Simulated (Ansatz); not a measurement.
YAlGe (space group Cmcm)

```
CELL_PARAMETERS angstrom
      2.01318    -5.15994     0.00000
      2.01318     5.15994     0.00000
      0.00000     0.00000     5.72233
ATOMIC_POSITIONS crystal
  Y  0.30923 0.69077 0.75000
  Y  0.69077 0.30923 0.25000
  Al 0.00000 0.00000 0.00000
  Al 0.00000 0.00000 0.50000
  Ge 0.39477 0.60523 0.25000
  Ge 0.60523 0.39477 0.75000
```

The volume is varied about the relaxed value V₀ at fixed cell shape. The atoms relax within the cell's symmetry.

Level of theory: PBEsol (plane waves to 420 eV, PAW, scalar-relativistic; Ansatz, a program for electronic structure). k mesh 12×12×8 (Γ-centred), Fermi-Dirac smearing 0.05 eV. Energies are smeared free energies. With the shape held, the modulus is that of even scaling; a crystal free to change shape is softer. YAlGe is run without spin polarisation. YAlGe was relaxed with its symmetry unable to fall. ΔE is measured from the relaxed starting cell. The last digit holds for this mesh only.

```json
[
 {"V (Å³/atom)": "17.833", "ΔE (meV/atom)": "65.4"},
 {"V (Å³/atom)": "18.328", "ΔE (meV/atom)": "35.1"},
 {"V (Å³/atom)": "18.824", "ΔE (meV/atom)": "14.9"},
 {"V (Å³/atom)": "19.319", "ΔE (meV/atom)": "3.5"},
 {"V (Å³/atom)": "19.814", "ΔE (meV/atom)": "0.0"},
 {"V (Å³/atom)": "20.310", "ΔE (meV/atom)": "3.2"},
 {"V (Å³/atom)": "20.805", "ΔE (meV/atom)": "12.4"},
 {"V (Å³/atom)": "21.300", "ΔE (meV/atom)": "26.8"},
 {"V (Å³/atom)": "21.796", "ΔE (meV/atom)": "45.7"}
]
```

Q: What is the fitted pressure derivative B₀′?

A: 4.4.

Q: What bulk modulus at fixed cell shape B₀ follows from a third-order Birch-Murnaghan fit?

A: 87.7 GPa. Check by three points about V = 19.814 Å³/atom, step 0.991: d²E/dV² ≈ (15 − 2·0 + 12) meV / 0.991² = 0.0275 eV/Å⁶, and V·d²E/dV² × 160.2 = 87.3 GPa.

(A scan under strain: stresses follow from slopes of the energy per volume, elastic moduli from its curvatures.)
